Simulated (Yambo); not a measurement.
BSE-type run in Yambo on NaI (rock salt, space group Fm-3m, No. 225), at zero momentum.

Quantum ESPRESSO step (PBEsol, PseudoDojo standard norm-conserving files, scalar-relativistic):
```
&CONTROL
  calculation = 'nscf'
  pseudo_dir = './pseudo'
  outdir = './out'
/
&SYSTEM
  ibrav = 0
  nat = 2
  ntyp = 2
  ecutwfc = 88.0
  ecutrho = 352.0
  occupations = 'fixed'
  force_symmorphic = .true.
  nbnd = 36
/
&ELECTRONS
  conv_thr = 2e-09
  diago_full_acc = .true.
  diago_thr_init = 1e-08
/
ATOMIC_SPECIES
Na 22.9898 Na.upf
I 126.9045 I.upf
CELL_PARAMETERS angstrom
  0.000000000000   3.200333625000   3.200333625000
  3.200333625000   0.000000000000   3.200333625000
  3.200333625000   3.200333625000   0.000000000000
ATOMIC_POSITIONS crystal
Na   0.000000000000   0.000000000000   0.000000000000
I   0.500000000000   0.500000000000   0.500000000000
K_POINTS automatic
8 8 8 0 0 0
```

Yambo input:
```
rim_cut
optics
bse
bss
dipoles
em1s
RandQpts= 1000000
RandGvec= 1 Ry
FFTGvecs= 40 Ry
Chimod= "HARTREE"
BSKmod= "SEX"
BSEmod= "resonant"
BSSmod= "hs"
BSENGexx= 15 Ry
BSENGBlk= 4 Ry
% BSEQptR
 1 | 1 |
%
% BSEBands
 6 | 12 |
%
% BEnRange
 0.0 | 9.6 | eV
%
% BDmRange
 0.15 | 0.15 | eV
%
BEnSteps= 192
% BLongDir
 1.0 | 0.0 | 0.0 |
%
BSHayTrs= -0.02
BSSNEig= 24
WRbsWF
% BndsRnXs
 2 | 31 |
%
NGsBlkXs= 4 Ry
% LongDrXs
 1.0 | 1.0 | 1.0 |
%
```

From the report:

The dimension is k points × valence × conduction bands = 512 × 3 × 4 = 6144.
```
  [SLEPC] Approach                          : Krylov-Schur
  [SLEPC] Number of requested eigenvalues   :  24
  [SLEPC] Number of eigenvalues        [NEV]:  24
   [K] Dimension                                    :   6144
   [K] Bands                                        :   6  12
   [K] Exchange res                                 : yes
   [K] Correlation res                              : yes
   [K] W interaction is bare                        : no
   [K] RL vectors exchange                          :   459
   [K] RL vectors correlation                       :   65
   [W] Matrix size                                  :   65
   [W] Bands                                        :   2  31
   [W] Coulomb Cutoff                               : none
   [W] Hxc Kernel                                   : HARTREE
```

Spin-orbit coupling is not included.

Geometry relaxed with PBEsol.
